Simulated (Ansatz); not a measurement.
C: two-dimensional strain map

Level of theory: Ansatz 0.2.0, DFT r2SCAN, scalar-relativistic, plane waves, PAW. The runs took a 500 eV cutoff, a Γ-centred 12×12×12 mesh and Gaussian smearing (0.05 eV). No spin polarisation. Energies are free energies at this smearing, counted from the undisturbed cell; pressure is positive in compression.

The undisturbed cell (as given, not relaxed at this level; it stands at -2.4 GPa):

```xyz
2
Lattice="0.0000 1.7834 1.7834 1.7834 0.0000 1.7834 1.7834 1.7834 0.0000" Properties=species:S:1:pos:R:3 pbc="T T T"
C     1.7834    1.7834    1.7834
C     2.6751    2.6751    2.6751
```

The cell is strained by p along both x and y and by q along z, fractional coordinates fixed. Points are written (p, q).

Energy above the undisturbed cell in meV/atom (a dash: not computed):

| p \ q | -0.030 | -0.015 | 0.000 | 0.015 | 0.030 |
| --- | --- | --- | --- | --- | --- |
| -0.030 | 61.1 | 43.6 | 36.0 | 37.9 | 48.9 |
| -0.015 | ? | 12.6 | 7.4 | ? | 23.9 |
| 0.000 | 15.4 | 3.1 | 0.0 | 5.6 | 19.6 |
| 0.015 | 23.1 | 13.2 | 12.0 | 19.2 | 34.4 |
| 0.030 | 48.8 | ? | ? | 50.2 | 66.5 |

Task: Fill in the withheld energies.

Result: (-0.015, -0.030): 27.4; (-0.015, 0.015): 11.2; (0.030, -0.015): 41.0; (0.030, 0.000): 41.6.